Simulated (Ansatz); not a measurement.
KI (rock salt, space group No. 225), LDA in the plane-wave PAW code Ansatz: ε∞ = 3.12, cell volume 79.21 Å³. Infrared-active transverse modes:

```
ω_TO (cm⁻¹)  oscillator strength S_xx (e²/amu)
-----------  ---------------------------------
114.9                                  0.04088
```

**Question.** Compute the static dielectric constant.

**Answer.** Each mode adds (4.921e7/V) S/ω²: 1.92. So ε0 = 5.05.

**Question.** What LO frequency does the Lyddane–Sachs–Teller relation give?

**Answer.** ω_LO = ω_TO √(ε0/ε∞) = 146 cm⁻¹.

Space group Fm-3m (rock salt). Symmetry was held in the LDA relaxation; phonons on a q-mesh show no instability. Scalar-relativistic: spin–orbit coupling is off unless named, which matters more the heavier the elements.

Potentials: the later of the program's two PAW sets.
